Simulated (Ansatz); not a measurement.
SnSe2 (CdI2 type)

```
SnSe2
1.0
    3.84028     0.00000     0.00000
   -1.92014     3.32578     0.00000
    0.00000     0.00000     6.00569
Sn Se
1 2
Direct
  0.00000   0.00000   0.00000
  0.33333   0.66667   0.26533
  0.66667   0.33333   0.73467
```

The slice is a (0001) plane (indices of the conventional cell) through the point (0.667, 0.333, 0.735) (fractional), spanned by u = [110] and v = [1 -1 0] in vectors of this cell: u (3.84 Å) and v (6.65 Å, at 90° to u). It covers one period; positions are fractions (u, v).

Computed with PBE-D3(BJ) (plane waves to 420 eV, PAW, scalar-relativistic; Ansatz, a program for electronic structure). k mesh 10×10×6. These are valence fields of a PAW run, semicore shells included where kept as valence: close to a nucleus they are smooth pseudo fields. SnSe2 was relaxed with its symmetry unable to fall.

Task: Predict the map of the valence electron density on the slice.

Result: 
```
|9865432111234568|
|7654322111223456|
|5543322111223345|
|4333221111122333|
|3322211111112223|
|2211111111111112|
|1111111111111111|
|0000112222211000|
|0001122333221100|
|0001233444332100|
|0012334555433210|
|0012345676543210|
|0122356898653221|
|1123457999754321|
|1123456898654321|
|1122345676543221|
|1122334555433221|
|1112233343332211|
|1111222333222111|
|1111111222111111|
|1111111111111111|
|2221100000001122|
|3322110000011223|
|4433210000012334|
|5543321000123345|
|7654321000123456|
|9865322101223568|
|9975432111234579|
```
Scale: ten equal steps from -1.55 (start of '0') to 1.66 (end of '9'), in the order '0123456789'. Values: log₁₀ of the valence density in e/Å³. The map has 16 points along u (one character each, u = 0 at the left) and 28 along v (v = 0 in the bottom row). The scale is logarithmic, as a density can span decades between atoms and voids.
